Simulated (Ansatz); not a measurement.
Zr:
Space group P6₃/mmc (No. 194); a = 3.184 Å, b = 3.184 Å, c = 5.119 Å, α = 90.00°, β = 90.00°, γ = 120.00°

```json
[
 {"atom": "Zr", "site": "2c", "symmetry": "-6m2", "x": "0.3333", "y": "0.6667", "z": "0.2500"}
]
```

Relaxed at zero pressure with PBEsol (plane waves, PAW; program Ansatz).

Problem. The volume is lowered by 3 % and shape and atoms relax at that volume. What pressure results, and how do the axes share the change?

Solution. 3.1 GPa; a -1.2 %, b -1.2 %, c -0.7 %; the energy rises by 6 meV/atom.

Problem. Give the new structure.

Solution. 
Space group P6₃/mmc (No. 194); a = 3.1469 Å, b = 3.1469 Å, c = 5.0821 Å, α = 90.00°, β = 90.00°, γ = 120.00°

```csv
atom,site,symmetry,x,y,z
Zr,2c,-6m2,0.3333,0.6667,0.2500
```

The phase is kept; no other phase was compared at this pressure.

Space group P6_3/mmc (hcp (Mg type)). Symmetry was held in the PBEsol relaxation. The run is not spin-polarised. Axis ratios of metals converge slowly with the k-mesh, so a and c are less sure than the volume.

Potentials: the earlier of the program's two PAW sets. The files were generated under PBE; for other functionals the program regenerates the frozen cores, and for LDA and PBEsol the local potential too.
